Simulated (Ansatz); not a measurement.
Relaxed-ion elastic tensor of NbC (NiAs type, P6_3/mmc) in GPa (Voigt order), plane-wave PAW LDA (Ansatz code); density 8.05 g/cm³, 10.81 Å³ per atom.

```
575  186  213  0.0  0.0  0.0
186  575  213  0.0  0.0  0.0
213  213  578  0.0  0.0  0.0
0.0  0.0  0.0  108  0.0  0.0
0.0  0.0  0.0  0.0  108  0.0
0.0  0.0  0.0  0.0  0.0  194
```

**Question.** Is the crystal mechanically stable?

**Answer.** Yes: the smallest eigenvalue of C is 108 GPa.

**Question.** Work out the Voigt, Reuss and Hill averages.

**Answer.** K_V = 328, K_R = 328, K_H = 328; G_V = 156, G_R = 145, G_H = 151 GPa.

**Question.** Give Young's modulus, Poisson's ratio, Pugh's ratio and the universal anisotropy index.

**Answer.** E = 9KG/(3K + G) = 392 GPa; ν = 0.30; K/G = 2.18 (ductile by the Pugh limit of 1.75); A_U = 5G_V/G_R + K_V/K_R − 6 = 0.39.

**Question.** Estimate the sound speeds and the Debye temperature.

**Answer.** v_l = √((K + 4G/3)/ρ) = 8100 m/s, v_t = √(G/ρ) = 4320 m/s, mean 4830 m/s; Θ = (h/k)(3n/4πV)^(1/3) v_m = 650 K.

**Question.** How much does each axis shrink under pressure?

**Answer.** Linear compressibilities β_i = Σ_j S_ij (j = 1 to 3): x 1.0, y 1.0, z 0.96 per TPa.

The first step of the workflow began from a Materials Project structure, measured or hypothetical; the Crystallography Open Database copy checked does not list it. It is not the phase usual at ambient conditions (space group No. 225). The cell was relaxed with LDA under the symmetry of its start; its stability against distortions is not shown here. No spin polarisation was allowed. As this level gives no gap, shear constants depend on the k-mesh and smearing (Fermi–Dirac, 0.1 eV here).

Potentials: the later of the program's two PAW sets.
